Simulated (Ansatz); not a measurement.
**Tl: strain energy, fitted**

Tl, P6_3/mmc, a = 3.456 Å, c = 11.350 Å. Ansatz: PBE+D3(BJ), PAW, 420 eV, Γ-centred 18×18×6 mesh on 4 atoms, Gaussian smearing 0.10 eV; no spin polarisation. Series: strain along c alone, the other axes held, atoms fixed by symmetry; x is the strain in per cent. y is the free energy over the unstrained cell, V0 = 29.356 Å³/atom.

```tsv
x (%)	y (meV/atom)
-3.0	?
-2.0	1.44
-1.0	0.21
0.0	0.00
1.0	0.67
2.0	2.18
3.0	4.50
```

Question: Fit y = c2 x² + c3 x³ to the other rows, turn c2 into a modulus, and predict the missing energy.

Answer: Least squares on the rows shown. y = 0.4255 x² + 0.02849 x³. In eV per unit strain² c2 is 4.255; this is C33 with relaxed ions (E = ½ C33 V0 ε²): 2 × 4.255 × 160.2 / (29.356) = 46 GPa. The unstrained cell keeps some stress along the strain, worth a slope of 0.24 meV/atom per %, which the form leaves out. With a term in x⁴ added, the coefficient of x² becomes 0.5170, 21 % more, which shows how far this figure hangs on the form. At x = -3.0 the fit asked for gives 3.06 meV/atom. The run gave 3.75 meV/atom, so the fit is 0.69 meV/atom too low, 15 % of the span of the series, against an rms of 0.18 meV/atom on the fitted rows. The row lies outside the fitted range. With a term in x⁴ added, a fit to the same known rows predicts 1.95 meV/atom, further off still.

Spin–orbit coupling is left out, which can shift energies with elements as heavy as these.

Cost: 7 runs of about 1.4 core-minutes in all, on Intel Xeon 6975P-C (Granite Rapids) (shared hosts).